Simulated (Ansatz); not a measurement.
Nb:
```yaml
crystal:
  lattice:
    - [0.00000, 2.10688, 2.10688]
    - [2.10688, 0.00000, 2.10688]
    - [2.10688, 2.10688, 0.00000]
  atoms:
    - { symbol: Nb, position: [0.00000, 0.00000, 0.00000] }
```

Relaxed with r²SCAN. Special points in fractions of this cell's reciprocal vectors: Γ (0.000, 0.000, 0.000); X (0.500, 0.000, 0.500); U (0.625, 0.250, 0.625); K (0.375, 0.375, 0.750); L (0.500, 0.500, 0.500); W (0.500, 0.250, 0.750).

**Question.** List the band energies nearest the Fermi level at these points for r²SCAN in the plane-wave PAW code Ansatz.

**Answer.** In eV from the Fermi level; about four levels below and three above (degenerate sets whole), none deeper than 8.9 eV; … stands for higher levels left out; points with the same levels are listed once.

| k | below | above |
|---|---|---|
| Γ | -6.59 | 0.13 0.13 0.13 |
| X | -4.26 -3.55 | 3.66 4.97 … |
| U | -3.25 -2.39 | 0.52 3.01 … |
| L | -4.07 -0.01 -0.01 | 1.27 … |
| W | -2.79 -1.24 -1.24 | 2.09 … |

Space group Fm-3m (fcc (Cu type)). The workflow started from an entry of the Crystallography Open Database (COD), which files this formula under 2 space groups. It is not the phase usual at ambient conditions (space group No. 229). The r²SCAN relaxation kept the symmetry of its start. At this level the phase is mechanically unstable. No spin polarisation was allowed. Scalar-relativistic: spin–orbit coupling is off unless named, which matters more the heavier the elements.

Potentials: the earlier of the program's two PAW sets.
